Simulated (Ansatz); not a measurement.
HfGeO3:
```
HfGeO3
1.0
    4.01585     0.00000     0.00000
    0.00000     4.01585     0.00000
    0.00000     0.00000     4.25040
Hf Ge O
1 1 3
Direct
  0.50000   0.50000   0.56761
  0.00000   0.00000   0.19398
  0.00000   0.50000   0.45564
  0.50000   0.00000   0.45564
  0.50000   0.50000   0.01733
```

Relaxed with r²SCAN. Special points in fractions of this cell's reciprocal vectors: Γ (0.000, 0.000, 0.000); X (0.000, 0.500, 0.000); M (0.500, 0.500, 0.000); Z (0.000, 0.000, 0.500); R (0.000, 0.500, 0.500); A (0.500, 0.500, 0.500).

Task: List the band energies nearest the valence-band maximum at these points for DFT-r²SCAN with spin–orbit coupling in the program Ansatz with PAW potentials.

Result: In eV from the valence-band maximum; about four levels below and three above (degenerate sets whole), none deeper than 8.9 eV; points with the same levels are listed once.

| k | below | above |
|---|---|---|
| Γ | -1.13 -1.13 -0.69 -0.69 | 3.29 3.29 4.14 4.14 |
| X | -0.76 -0.76 0.00 0.00 | 3.69 3.69 5.09 5.09 |
| M | -1.69 -1.69 -0.86 -0.86 | 4.39 4.39 5.07 5.07 |
| Z | -1.13 -1.13 -0.92 -0.92 | 1.66 1.66 4.25 4.25 |
| R | -0.93 -0.93 -0.47 -0.47 | 4.01 4.01 4.73 4.73 |
| A | -0.50 -0.50 -0.48 -0.48 | 5.41 5.41 5.63 5.63 |

Space group P4mm. The start of the workflow was typed in or built on a structure type; neither database checked (COD, Materials Project) lists it. Whether it is the stable phase at ambient conditions was not checked. The cell was relaxed with r²SCAN under the symmetry of its start; whether a distortion lowers the energy is not shown. The run is not spin-polarised.

Potentials: the later of the program's two PAW sets.
